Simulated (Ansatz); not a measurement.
Co:
```
Co
1.0
    2.34046     0.00000     0.00000
    0.00000     2.34046     0.00000
    0.00000     0.00000     2.34046
Co
1
Direct
  0.00000   0.00000   0.00000
```
Starting moments (μB, in the order of the atoms Co): 1.9.

Relaxed with PBE. Special points in fractions of this cell's reciprocal vectors: Γ (0.000, 0.000, 0.000); X (0.000, 0.500, 0.000); M (0.500, 0.500, 0.000); R (0.500, 0.500, 0.500).

Problem. List the band energies nearest the Fermi level at these points for plane-wave PAW PBE (Ansatz code).

Solution. In eV from the Fermi level; about four levels below and three above (degenerate sets whole), none deeper than 8.9 eV; … stands for higher levels left out; points with the same levels are listed once.

```csv
k,below,above
Γ ↑,-8.34 -4.37 -4.37,…
X ↑,-3.92 -2.29 -2.29 -1.47,…
M ↑,-3.51 -2.07 -2.07 -0.07,…
R ↑,-4.25 -4.25 -4.25 -0.01 -0.01,…
Γ ↓,-8.19 -3.03 -3.03,…
X ↓,-2.50 -1.43 -0.09 -0.09,…
M ↓,-3.68 -2.16,0.18 0.18 1.70
R ↓,-2.47 -2.47 -2.47,1.77 1.77 …
```

Space group Pm-3m (simple cubic). The cell is a constructed one: a structure type filled with these elements; neither database checked (COD, Materials Project) lists it. It is not the phase usual at ambient conditions (space group No. 194). The cell was relaxed with PBE under the symmetry of its start. At this level the phase is mechanically unstable. The final state is ferromagnetic, chosen from 3 collinear starts compared on coarse meshes (ties went to the first, and starts can fall back to one state), not a proven ground state.

Potentials: the later of the program's two PAW sets.
